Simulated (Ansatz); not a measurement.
The elements of this relaxed trial crystal are hidden behind letters.

```
lattice vectors (Å)
  -1.6471    1.6471    6.0666
   1.6471   -1.6471    6.0666
   1.6471    1.6471   -6.0666
fractional positions
X 0.5000 0.5000 0.0000
Z 0.2702 0.2702 0.0000
Z 0.7298 0.7298 0.0000
```

These are results of DFT PBE, scalar-relativistic, plane waves, PAW (Ansatz 0.2.0), not measurements. Cutoff 420 eV, Γ-centred 14×14×14 mesh (3-atom cell), Gaussian smearing of 0.10 eV, no spin polarisation.

- Space group: I4/mmm (No. 139)
- Conventional cell: a = 3.294 Å, c = 12.133 Å
- Volume per atom: 21.94 Å³
- Density: 4.78 g/cm³
- Energy over the elements: +0.18 eV/atom
- Gap on the 14×14×14 mesh of the 3-atom cell: 0 eV (a metal)

Energies are uncorrected and count from the elements' standard states at the same level.

Question: X is a p-block element of period 5 and Z is a p-block element of period 3. Which elements are they?

Answer: X = Te, Z = P, so the formula is TeP2. Density times volume gives a mean mass of 4.78 × 21.94/1.6605 = 63.2 u per atom, and this set has 63.2 u. Te has 2 P at 2.79 Å and 4 Te at 3.29 Å; P is surrounded by 4 P at 2.38 Å and 1 Te at 2.79 Å. Other sets within the hints have nearly the same mass, so mass alone doesn't settle it; this one was computed.

These runs have no spin–orbit coupling, which can matter for Te. A structure relaxed within its symmetry needn't be a true minimum.
